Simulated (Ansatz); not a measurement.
## What DFT gives for HfSc2S4

```xyz
14
Lattice="0.0000 5.3741 5.3741 5.3741 0.0000 5.3741 5.3741 5.3741 0.0000" Properties=species:S:1:pos:R:3 pbc="T T T"
S     4.1166    4.1166    4.1166
S     9.3187    6.8036    6.8036
S     6.6316    6.6316    4.1166
S     6.8036    9.3187    6.8036
S     4.1166    6.6316    6.6316
S     9.3187    9.3187    9.3187
S     6.6316    4.1166    6.6316
S     6.8036    6.8036    9.3187
Hf    0.0000    0.0000    0.0000
Hf    2.6870    2.6870    2.6870
Sc    6.7176    6.7176    6.7176
Sc    6.7176    4.0306    4.0306
Sc    4.0306    4.0306    6.7176
Sc    4.0306    6.7176    4.0306
```

Method: PBEsol, no spin polarisation; PAW, plane waves to 420 eV, 6×6×6 Γ-centred mesh, fermi-dirac occupations (width 0.1 eV) (Ansatz 0.2.0), atoms fixed.

(1) Is it stable against the elements?

(2) Which element gives electrons and which takes them?

(3) Metal or insulator?

(4) Is the cell too large or too small?

(5) Which atom feels the largest force, and which way?

(6) What do density and ELF say about some of the short contacts?

Origin: a known structure type with other elements, at an estimated volume, so it need not be a known compound. Caveats: many states at the Fermi level without spin polarisation, so a magnetic state may lie lower.

Answers

(1) -1.60 eV an atom against the elements' usual phases (free molecules for gases, crystals otherwise, with no correction for O₂ or N₂), so it is bound against them; other compounds may still compete. Relaxing would lower it.

(2) Bader charges in e: Hf +1.88, Sc +1.65, S -1.30. In the mean Hf gives up most and S takes most.

(3) It is a metal, with about 10 states/eV a cell as the mean within 0.25 eV of the Fermi level, mostly Sc d (53 %) and Hf d (33 %).

(4) The pressure is -4.0 GPa (compression positive), so with the atoms held at these fractions the cell would first shrink.

(5) The largest is on S5 (and as large on other atoms): 0.65 eV/Å, components (-0.37, 0.37, 0.37). It makes 0° with the line to a nearest neighbour, Hf10 at 2.48 Å, pointing towards it.

(6) S–Hf at 2.48 Å: least valence density 0.53 e/Å³ and ELF 0.43 there. S–Sc at 2.60 Å: least valence density 0.29 e/Å³ and ELF 0.16 there. These are pseudo-fields; inside the PAW spheres they differ from the all-electron ones.
